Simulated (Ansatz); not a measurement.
NbAs in space group P6/mmm (No. 191; Nb on 3f, As on 1a, As on 2d), PBE in the plane-wave PAW code Ansatz, all energies at zero smearing, with the estimated change up to a 700 eV cutoff added, with one set of potentials and settings (totals compare only within such a set). Cell of 6 atoms (3 Nb, 3 As): -28227.167 eV.

```csv
element,reference phase,E (eV/atom)
Nb,"Im-3m, 1 atoms in the cell",-4552.2836
As,"R-3m, 2 atoms in the cell",-4856.1377
```

Formation energy per atom, worked out: (-28227.167 − 3×(-4552.2836) − 3×(-4856.1377))/6 = -0.317 eV/atom (-31 kJ per mol of atoms), at 0 K, without zero-point energy or fitted corrections.

The cell is a constructed one: a structure type filled with these elements; neither database checked (COD, Materials Project) lists it. COD files the formula under space group No. 109, so this cell is another polymorph or a model. Its standing as an ambient phase is unchecked. Symmetry was held in the PBE relaxation; its stability against distortions is not shown here. The run is not spin-polarised. The references are the lowest solids computed at this level, not always the standard phases.

Potentials: the later of the program's two PAW sets.
